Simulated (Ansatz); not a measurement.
Does relaxation matter for the field gradients of CdSe?

Start: a COD entry (the entry's cell lengths or inner coordinates differ somewhat from later room-temperature determinations).

```yaml
crystal:
  lattice:
    - [4.30000, 0.00000, 0.00000]
    - [-2.15000, 3.72391, 0.00000]
    - [0.00000, 0.00000, 7.02000]
  atoms:
    - { symbol: Cd, position: [0.33333, 0.66667, 0.00000] }
    - { symbol: Cd, position: [0.66667, 0.33333, 0.50000] }
    - { symbol: Se, position: [0.33333, 0.66667, 0.38500] }
    - { symbol: Se, position: [0.66667, 0.33333, 0.88500] }
```

Atom numbers follow the list; atoms alike are taken as one site, whose name carries the number of the first.

The numbers come from a DFT calculation in Ansatz (PBE, plane waves and PAW, scalar-relativistic, 420 eV cutoff, Γ-centred 9×9×5 k-points, Fermi–Dirac smearing 0.01 eV).

The largest force at the start is 0.28 eV/Å. Relaxing the ions at fixed cell moves them by 0.034 Å at most (atom 1, Cd) and 0.034 Å rms.

```json
{"site": "Cd", "atom": "1", "moved (Å)": "0.034", "first shell before": "4 Se at 2.61–2.70 Å", "first shell after": "4 Se at 2.63 Å", "V_zz before (10²¹ V/m²)": "3.00", "η before": "0.00"}
{"site": "Se", "atom": "3", "moved (Å)": "0.034", "first shell before": "4 Cd at 2.61–2.70 Å", "first shell after": "4 Cd at 2.63 Å", "V_zz before (10²¹ V/m²)": "-1.62", "η before": "0.00"}
```

Q: What are V_zz and η after the relaxation?

A: 

| site | atom | V_zz after | η after | change of V_zz |
| --- | --- | --- | --- | --- |
| Cd | 1 | 0.079 | 0.00 | -2.92 |
| Se | 3 | 0.29 | 0.00 | +1.91 |

The largest change of V_zz is on Cd, from 3.00 to 0.079. In per cent, |V_zz| changes by -97 on Cd (all sites that start above 0.5, bar those whose gradient vanishes or changes sign or whose main axis turns by over 40°). V_zz changes sign on Se (same axis).

Without spin–orbit coupling (the program notes it for Cd) the gradients can shift somewhat, as the gap is small.
After: With a gap of 0.7 eV on this mesh, small gradients can still move by 0.1 × 10²¹ V/m² or more as the k-mesh gets denser.
